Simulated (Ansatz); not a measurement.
MoS2 in space group P6_3/mmc (No. 194; Mo on 2b, S on 4f), PBE+D3(BJ) in the plane-wave PAW code Ansatz. The conduction-band minimum lies on the K–Γ line, 44 % of the way from K, with 6 equivalent valleys. Second derivatives d²E/dk² of the lowest band at one valley (eV·Å²), along Cartesian directions:

```tsv
direction	d²E/dk²
[100]	9.804
[010]	11.29
[001]	15.86
[110]	11.76
[101]	12.83
[011]	13.58
```

### Question
Find the principal effective masses, the density-of-states mass and the conductivity mass.

### Answer
Off-diagonal terms follow from H_xy = H[110] − (H_xx + H_yy)/2, and m*/mₑ = 7.620 eV·Å² over each eigenvalue: 0.48, 0.64, 0.84. One valley's DOS mass (m₁m₂m₃)^(1/3) = 0.63, conductivity mass 3/(Σ 1/mᵢ) = 0.62 mₑ.

### Question
What effective density of states Nc follows at 300 K for parabolic valleys?

### Answer
Nc = 2.509e19 × 6 × (0.63)^(3/2) ≈ 7.5e19 cm⁻³.

The workflow started from a Materials Project entry (that database holds measured and hypothetical structures alike). Its sites differ from those of the usual phase in this space group: another stacking or structure type. The cell was relaxed with PBE+D3(BJ) under the symmetry of its start; whether a distortion lowers the energy is not shown. The run is not spin-polarised. Spin–orbit coupling is left out wherever it is not named.

Potentials: the earlier of the program's two PAW sets.

Edges and masses are those of Kohn–Sham bands, whose gap is no quasiparticle gap.
